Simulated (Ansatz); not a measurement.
Density of states of Be

```cif
data_structure
_symmetry_space_group_name_H-M 'P4_2/mnm'
_symmetry_Int_Tables_number 136
_cell_length_a 3.7468
_cell_length_b 3.7468
_cell_length_c 2.2813
_cell_angle_alpha 90.000
_cell_angle_beta 90.000
_cell_angle_gamma 90.000
_cell_volume 32.03
loop_
_atom_site_label
_atom_site_type_symbol
_atom_site_symmetry_multiplicity
_atom_site_Wyckoff_symbol
_atom_site_fract_x
_atom_site_fract_y
_atom_site_fract_z
_atom_site_occupancy
Be1 Be 4 f 0.29741 0.29741 0.00000 1
```

The runs use the primitive cell with vectors (3.747, 0.000, 0.000), (0.000, 3.747, 0.000), (0.000, 0.000, 2.281) Å, to which the k mesh refers.

The cell is the one relaxed in the Materials Project (mp-1008501), not relaxed further here; entries there can be hypothetical.

Theory: DFT, PBEsol, all-electron LAPW, scalar-relativistic (Ansatz 0.2.0).

Settings: a Γ-centred 9×9×14 k mesh, Fermi–Dirac smearing of 0.05 eV, basis error target 1 meV/atom, no spin polarisation.

States per eV and cell, averaged over 0.6 eV, from -10.0 to 1.2 eV, with energies (bin centres) from the Fermi level; empty bins are left out. 

| E (eV) | total |
| --- | --- |
| -9.8 | 0.40 |
| -9.2 | 0.50 |
| -8.6 | 0.52 |
| -8.0 | 0.62 |
| -7.4 | 0.68 |
| -6.8 | 0.74 |
| -6.2 | 0.80 |
| -5.6 | 0.88 |
| -5.0 | 1.03 |
| -4.4 | 1.19 |
| -3.8 | 0.91 |
| -3.2 | 1.04 |
| -2.6 | 1.02 |
| -2.0 | 0.92 |
| -1.4 | 0.74 |
| -0.8 | 0.66 |
| -0.2 | 0.37 |
| 0.4 | 0.29 |
| 1.0 | 0.46 |
